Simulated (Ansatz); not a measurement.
Computed with DFT PBE, scalar-relativistic, plane waves, PAW (Ansatz). All cells share a 420 eV cutoff and Γ-centred k meshes spaced at most about 0.3 Å⁻¹ (about 0.25 or finer for metals, 2π included). No spin polarisation in the final relaxations.

All energies are static (0 K, no zero-point motion). All come from trial cells, and lower structures may exist.

Problem. Order these relaxed structures of Y3Mg2I2 by energy, lowest first, with the energy over the lowest of them.
A.

```cif
data_structure
_symmetry_space_group_name_H-M 'P-3m1'
_symmetry_Int_Tables_number 164
_cell_length_a 4.7537
_cell_length_b 4.7537
_cell_length_c 10.9678
_cell_angle_alpha 90.000
_cell_angle_beta 90.000
_cell_angle_gamma 120.000
_cell_volume 214.64
loop_
_atom_site_label
_atom_site_type_symbol
_atom_site_symmetry_multiplicity
_atom_site_Wyckoff_symbol
_atom_site_fract_x
_atom_site_fract_y
_atom_site_fract_z
_atom_site_occupancy
Y1 Y 2 c 0.00000 0.00000 0.83078 1
Y2 Y 1 b 0.00000 0.00000 0.50000 1
Mg1 Mg 2 d 0.33333 0.66667 0.98915 1
I1 I 2 d 0.33333 0.66667 0.35180 1
```

B.

```cif
data_structure
_symmetry_space_group_name_H-M 'P6/mmm'
_symmetry_Int_Tables_number 191
_cell_length_a 5.5749
_cell_length_b 5.5749
_cell_length_c 10.1901
_cell_angle_alpha 90.000
_cell_angle_beta 90.000
_cell_angle_gamma 120.000
_cell_volume 274.27
loop_
_atom_site_label
_atom_site_type_symbol
_atom_site_symmetry_multiplicity
_atom_site_Wyckoff_symbol
_atom_site_fract_x
_atom_site_fract_y
_atom_site_fract_z
_atom_site_occupancy
Y1 Y 2 e 0.00000 0.00000 0.34875 1
Y2 Y 1 a 0.00000 0.00000 0.00000 1
Mg1 Mg 2 d 0.33333 0.66667 0.50000 1
I1 I 2 c 0.33333 0.66667 0.00000 1
```

Solution. A (0 meV/atom), B (342 meV/atom). Forms: A P-3m1; B P6/mmm. Counting Mg or Y atoms around I (for each partner element, those within 1.25 times its shortest distance or 1.15 times the sum of covalent radii, where it is the nearest in units of that sum or under 1.3): A has I 6; B has I 3.

These runs have no spin–orbit coupling, which can matter for I. In P-3m1, P6/mmm an odd number of electrons in the primitive cell allows no gap without spin; a larger cell or a magnetic state could open one. A magnetic state wasn't ruled out in cells without spin, among them P-3m1, P6/mmm. Cells relaxed within their symmetry can be saddle points. The P-3m1 cell of Y3Mg2I2 came from shaking the P6/mmm one. Some candidate types were left out of the draw beforehand, so a known form may be missing.
